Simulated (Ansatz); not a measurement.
Single point in Ansatz 0.2.0 with HSE06, no spin polarisation. Cutoff 420 eV, PAW datasets, 2×2×2 Γ-centred k mesh, methfessel-paxton filling (width 0.1594 eV).

Computed maps in the lattice plane spanned by a (left to right, 4.77 Å, 14 points from zero) and b (bottom to top, 4.77 Å, 14 points from zero), 90° apart, at height 0.500 along c. The fields are smooth PAW ones with compensation charges, not the true ones near nuclei.

Valence density. Digits on a logarithmic scale: 0 up to 0.03 e/Å³, each further digit a factor of 1.6, 9 from 1.3 e/Å³ up:
```
44444444344443
44433444444444
44322344444444
44322344444444
44433444444444
44444444344443
34444443444444
43444434444444
44444444443344
44444444432234
44444444432234
44444444443344
43444434444444
34444443444444
```

ELF. Ten even steps from '0' (0.10) to '9' (0.57):
```
47999974457754
79400497556655
99066099766667
99066099766667
79400497556655
47999974457754
34799743479974
44577544799997
75566557940049
97666679906609
97666679906609
75566557940049
44577544799997
34799743479974
```

The cell is LaAl2Bi2. Which atoms lie within 0.2 Å of this plane, and where (fractions of a and b)?

Al at (0.75, 0.25), Al at (0.25, 0.75). The whole cell:
```
Al La Bi
1.0
     0.00000    4.77377    0.00000
     4.77377    0.00000    0.00000
     2.38689    2.38689   -6.12571
Al La Bi
2 1 2
Direct
  0.75000 0.25000 0.50000
  0.25000 0.75000 0.50000
  0.00000 0.00000 0.00000
  0.37800 0.37800 0.24400
  0.62200 0.62200 0.75600
```

Origin: a known structure type with other elements, at an estimated volume, so it need not be a known compound. Caveats: hybrid functional on a coarse k mesh; atoms or cell far from equilibrium; wide smearing.
